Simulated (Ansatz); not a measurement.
**SbTePd: the relaxed cell by functional**

The starting cell is an entry of the Crystallography Open Database (2001):

```xyz
12
Lattice="6.5362 0.0000 0.0000 0.0000 6.5362 0.0000 0.0000 0.0000 6.5362" Properties=species:S:1:pos:R:3 pbc="T T T"
Sb    4.0988    4.0988    4.0988
Sb    5.7055    2.4374    0.8307
Sb    0.8307    5.7055    2.4374
Sb    2.4374    0.8307    5.7055
Te    2.4366    2.4366    2.4366
Te    0.8315    4.0996    5.7047
Te    5.7047    0.8315    4.0996
Te    4.0996    5.7047    0.8315
Pd    6.5233    6.5233    6.5233
Pd    3.2810    0.0129    3.2552
Pd    3.2552    3.2810    0.0129
Pd    0.0129    3.2552    3.2810
```

Atoms and cell were relaxed at zero pressure with plane-wave PAW DFT (Ansatz 0.2.0; one set of PAW datasets, made under PBE, for all functionals; 420 eV, r2SCAN 500 eV; 5×5×5 Γ-centred mesh, fermi-dirac occupations of width 0.100 eV; no spin polarisation, no spin-orbit coupling, no dispersion correction), keeping the symmetry (P2_13, No. 198).

Four functionals were used, LDA, PBEsol, PBE and r2SCAN. Their relaxed conventional cells, unnamed:

```
run  a (Å)  volume (Å³/atom)
  A  6.643             24.43
  B  6.482             22.70
  C  6.614             24.11
  D  6.532             23.22
```

Which run is LDA's and which PBE's?

B is LDA, which overbinds and gives the smallest cell, and A is PBE, as a rule the largest. Of the two between, D is PBEsol and C is r2SCAN, an order that varies from crystal to crystal. Formation energies in eV an atom: LDA -0.405, PBEsol -0.397, PBE -0.363, r2SCAN -0.374.

Caveats: each relaxation keeps the start's symmetry, so a distorted cell may lie lower; computed cells are at 0 K with fixed nuclei; no spin-orbit coupling, which moves formation energies of heavy elements; formation energies are at zero smearing against the elements' usual phases under the same functional, gases as free molecules, uncorrected.
